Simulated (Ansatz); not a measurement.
Data:

BeTe:
```cif
data_BeTe
_chemical_formula_sum 'Be1 Te1'
_space_group_name_H-M_alt 'P 1'
_space_group_IT_number 1
_cell_length_a 3.96311
_cell_length_b 3.96311
_cell_length_c 3.96311
_cell_angle_alpha 60.000
_cell_angle_beta 60.000
_cell_angle_gamma 60.000
loop_
_space_group_symop_operation_xyz
  'x, y, z'
loop_
_atom_site_label
_atom_site_type_symbol
_atom_site_fract_x
_atom_site_fract_y
_atom_site_fract_z
_atom_site_occupancy
Be1 Be 0.50000 0.50000 0.50000 1
Te1 Te 0.25000 0.25000 0.25000 1
```

This is the PBEsol-relaxed structure.

**Question.** All from the program Ansatz at the PBEsol level (PAW), unless another level is named. Predict the electron effective mass.

**Answer.** 0.25, 0.25, 1.4 mₑ (principal values).

**Question.** Give the conduction-band minimum.

**Answer.** at X (3 equivalent valleys).

**Question.** Predict the weight of the conduction-edge state by species (Voronoi cells).

**Answer.** Be 65 %, Te 35 %.

Space group F-43m (zinc blende). The cell was relaxed with PBEsol under the symmetry of its start. The volume moved by 26 % from the start of the relaxation. Spin–orbit coupling is left out wherever it is not named.

Potentials: the later of the program's two PAW sets.

Edges and masses are those of Kohn–Sham bands, whose gap is no quasiparticle gap.
